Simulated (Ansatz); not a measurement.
Relaxed MgO (rock salt):

```
MgO
1.0
    0.00000     4.20438     4.20438
    2.10219     0.00000     2.10219
    2.10219     2.10219     0.00000
O Mg
2 2
Cartesian
  0.00000   0.00000   0.00000
  2.10219   4.20438   2.10219
  2.10219   2.10219   2.10219
  2.10219   4.20438   4.20438
```

A phonon eigenvector at L = (0.5, 0.0, 0.0) is frozen into this cell: atom i moves by Q times the vector below, so Q is the largest atomic displacement, in Å. The cell is held. It is one choice among 2 degenerate patterns. (q is in reciprocal vectors of the primitive cell; the cell shown is doubled to hold the pattern.)

```tsv
atom	x	y	z
Mg3	-0.285	0.520	-0.805
Mg4	0.285	-0.520	0.805
```

Atoms not listed stay in place.

All values below come from r2SCAN (plane waves to 500 eV, PAW, scalar-relativistic; Ansatz, a quantum-chemistry and plane-wave program). k mesh 13×13×13 (Γ-centred), Fermi-Dirac smearing 0.05 eV. The energy includes the smearing's −TS. MgO was relaxed with its symmetry unable to fall. The zero of ΔE is the undisplaced structure.

| Q (Å) | ΔE (meV/cell) |
|---|---|
| -0.180 | 228.0 |
| -0.150 | 157.7 |
| -0.120 | 100.6 |
| -0.090 | 56.5 |
| -0.060 | withheld |
| -0.030 | 6.3 |
| 0.000 | 0.0 |
| 0.030 | 6.3 |
| 0.060 | withheld |
| 0.090 | 56.5 |
| 0.120 | 100.6 |
| 0.150 | 157.7 |
| 0.180 | 228.0 |

Task: Fit an even polynomial form (powers 2, 4) to the given rows and predict ΔE at Q = -0.060.

Result: Least squares on the 11 given rows: ΔE = (6948)·Q² + (2733)·Q⁴, in meV/cell with Q in Å; root-mean-square residual 0.03 meV/cell. At -0.060 the fit gives 25.0 meV/cell; the calculation gives 25.0 meV/cell, the same to the digits shown. The quadratic term alone would give 25.0 meV/cell.

(For displaced atoms, the force is minus the slope of the energy, and its curvature is a force constant, which sets phonon frequencies.)
